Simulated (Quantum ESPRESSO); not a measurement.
# Planted mistakes on one cell of InAl2GaAs4

Calculated results; nothing here was measured. They come from pw.x of Quantum ESPRESSO 7.5, a plane-wave density functional program, with PseudoDojo standard norm-conserving files (v0.5 for PBE, v0.4.1 for LDA and PBEsol). The cells are made up: elements, strain and atom displacements were drawn at random, and nothing was relaxed. There is no spin polarisation, spin-orbit coupling or dispersion term.

The cell has 8 sites of a zincblende or diamond lattice. Sites 1 to 4 hold In Al Ga Al; sites 5 to 8 hold As As As As. Cell vectors in Å: (5.704, 0.072, 0.015); (0.072, 5.803, -0.053); (0.015, -0.053, 5.717). Settings: PBE, cutoff 1143 eV, 4 x 4 x 4 k mesh shifted by half a step, Fermi-Dirac smearing of 0.025 eV.

The intended run has a self-consistency threshold of 1e-07 eV, a smearing term of 0.000 eV, a pressure of 5.90 GPa and 10 iterations. Each further run changes one thing: all lengths scaled by 1.0083; atoms of sites 4 and 7 exchanged; cutoff 848 eV; files of LDA; k mesh 1 x 1 x 1; one electron removed; smearing 0.72 eV; threshold 0.6 eV. A coarse mesh keeps the shift, and a charged cell sits in a uniform background.

| run | change of free energy (eV) | smearing term -TS (eV) | change of P (GPa) | largest change of a force component (eV/Å) | iterations |
| --- | --- | --- | --- | --- | --- |
| A | 4.411 | 0.000 | -40.03 | 0.008 | 11 |
| B | -7.282 | -0.009 | -10.42 | 0.149 | 11 |
| C | -0.146 | 0.000 | -1.95 | 0.228 | 10 |
| D | 0.056 | 0.000 | -2.53 | 1.791 | 3 |
| E | -1.104 | -3.681 | 1.66 | 0.166 | 10 |
| F | 3.195 | -0.005 | 2.92 | 0.458 | 11 |
| G | 8.761 | 0.000 | 5.21 | 0.523 | 11 |
| H | 16.029 | 0.000 | -4.68 | 0.298 | 10 |

A rerun of the intended cell at 1437 eV and k mesh 6 x 6 x 6 moved values by no more than 0.011 eV in the cell's energy, 0.02 GPa in stress and 0.003 eV/Å in force.

Question: which change belongs to which run?

## Worked reading

Run D has the fewest iterations, as a run stopped early does. Run E has the largest smearing term, as wide smearing gives. Run A has a higher energy and the largest fall in pressure, as too small a basis gives. Run C changes the volume by a factor of 1.0251; minus its pressure change over the logarithm of that factor, 79 GPa, is a rough bulk modulus with clamped atoms. Energies from files of another functional, or of a charged cell, have another zero and say nothing on stability; the pressure of a charged cell rests on the program's zero of potential too.

## Key

| run | change |
| --- | --- |
| A | cutoff 848 eV |
| B | one electron removed |
| C | all lengths scaled by 1.0083 |
| D | threshold 0.6 eV |
| E | smearing 0.72 eV |
| F | atoms of sites 4 and 7 exchanged |
| G | k mesh 1 x 1 x 1 |
| H | files of LDA |